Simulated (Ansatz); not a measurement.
PIr$_{2}$:
```yaml
crystal:
  lattice:
    - [0.00000, 2.77396, 2.77396]
    - [2.77396, 0.00000, 2.77396]
    - [2.77396, 2.77396, 0.00000]
  atoms:
    - { symbol: Ir, position: [0.25000, 0.25000, 0.25000] }
    - { symbol: Ir, position: [0.75000, 0.75000, 0.75000] }
    - { symbol: P, position: [0.00000, 0.00000, 0.00000] }
```

Relaxed with r²SCAN. Special points in fractions of this cell's reciprocal vectors: Γ (0.000, 0.000, 0.000); X (0.500, 0.000, 0.500); U (0.625, 0.250, 0.625); K (0.375, 0.375, 0.750); L (0.500, 0.500, 0.500); W (0.500, 0.250, 0.750).

List the band energies nearest the Fermi level at these points for DFT-r²SCAN with spin–orbit coupling in the program Ansatz with PAW potentials.

In eV from the Fermi level; about four levels below and three above (degenerate sets whole), none deeper than 8.9 eV; points with the same levels are listed once.

```csv
k,below,above
Γ,-0.89 -0.89 -0.89 -0.89 -0.20 -0.20,0.78 0.78 1.64 1.64 1.64 1.64
X,-0.90 -0.90 -0.03 -0.03,1.58 1.58 1.93 1.93
U,-1.45 -1.45 -0.79 -0.79,1.87 1.87 2.29 2.29
L,-2.45 -2.45 -2.38 -2.38,4.05 4.05 4.30 4.30
W,-1.52 -1.52 -0.95 -0.95,1.79 1.79 2.15 2.15
```

Space group Fm-3m (fluorite or antifluorite type). The workflow started from an entry of the Crystallography Open Database (COD). Whether it is the stable phase at ambient conditions was not checked. The cell was relaxed with r²SCAN under the symmetry of its start; its stability against distortions is not shown here. No spin polarisation was allowed.

Potentials: the later of the program's two PAW sets.
